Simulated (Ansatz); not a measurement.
Os (hcp (Mg type)), relaxed with PBE+D3(BJ) (Ansatz, a quantum-chemistry and plane-wave program, plane waves, PAW): a = b = 2.7362 Å, c = 4.3227 Å, α = β = 90.00°, γ = 120.00°.

```
Item                  Result
--------------------  ------
B₀ by P(V) fit (GPa)     418
K_Hill (GPa)             419
G_Hill (GPa)             278
Θ_D (K)                  481
```

### Question
The same phase is relaxed and computed with r²SCAN+D4 in the same code. What are the cell and these values now?

### Answer
a = 2.733 Å, b = 2.733 Å, c = 4.312 Å, α = 90.00°, β = 90.00°, γ = 120.00°.

- B₀ by P(V) fit (GPa) = 434
- K_Hill (GPa) = 435
- G_Hill (GPa) = 285
- Θ_D (K) = 486

All cells were relaxed under the symmetry of their starts (and spin orders); stability against distortions was not tested throughout. Rows with no word on spin ran without spin polarisation. Scalar-relativistic: spin–orbit coupling is off unless named, which matters more the heavier the elements.

Potentials: the later of the program's two PAW sets.

Ansatz is a plane-wave DFT program.
